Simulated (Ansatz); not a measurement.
Starting cell, BaHI (space group P4/nmm):

```xyz
12
Lattice="9.2424 0.0000 0.0000 4.6212 4.6212 0.0000 0.0000 0.0000 7.3932" Properties=species:S:1:pos:R:3 pbc="T T T"
Ba     2.3106     0.0000     6.1091
Ba     6.9318     0.0000     6.1091
Ba     9.2424     2.3106     1.2841
Ba     4.6212     2.3106     1.2841
H      2.3106     2.3106     0.0000
H      6.9318     2.3106     0.0000
H      0.0000     0.0000     0.0000
H      4.6212     0.0000     0.0000
I      9.2424     2.3106     4.8841
I      4.6212     2.3106     4.8841
I      2.3106     0.0000     2.5091
I      6.9318     0.0000     2.5091
```

The atoms are displaced by Q × the pattern below (from a DFPT mode at M = (0.5, 0.5, 0.0), largest move 1; Q in Å), at fixed cell. It is one choice among 2 degenerate patterns. (q is in reciprocal vectors of the primitive cell; the cell shown is doubled to hold the pattern.)

```tsv
atom	x	y	z
H5	0.362	0.932	0.000
H6	-0.362	-0.932	0.000
H7	0.932	0.362	0.000
H8	-0.932	-0.362	0.000
```

Atoms not listed stay in place.

The numbers are results of LDA (plane waves to 420 eV, PAW, scalar-relativistic; Ansatz, a first-principles code), not measurements. k mesh 7×7×5 (Γ-centred), Fermi-Dirac smearing 0.05 eV. The energy includes the smearing's −TS. BaHI was relaxed with its symmetry unable to fall. Spin-orbit coupling is left out, though I is heavy. The zero of ΔE is the undisplaced structure.

| Q (Å) | −dE/dQ from forces (eV/Å) | ΔE (eV/cell) |
|---|---|---|
| -0.100 | 0.793 | 0.0396 |
| -0.083 | 0.660 | … |
| -0.067 | 0.527 | 0.0176 |
| -0.050 | 0.395 | … |
| -0.033 | 0.263 | 0.0044 |
| -0.017 | 0.132 | … |
| 0.000 | 0.000 | 0.0000 |
| 0.017 | -0.132 | … |
| 0.033 | -0.263 | 0.0044 |
| 0.050 | -0.395 | … |
| 0.067 | -0.527 | 0.0176 |
| 0.083 | -0.660 | … |
| 0.100 | -0.793 | 0.0396 |

Question: Some entries are withheld; supply them.

Answer: 
- -0.083, ΔE (eV/cell): 0.0274
- -0.050, ΔE (eV/cell): 0.0099
- -0.017, ΔE (eV/cell): 0.0011
- 0.017, ΔE (eV/cell): 0.0011
- 0.050, ΔE (eV/cell): 0.0099
- 0.083, ΔE (eV/cell): 0.0274

(A displaced cell: forces are minus the slopes of the energy, force constants its curvatures, and phonons follow from these.)
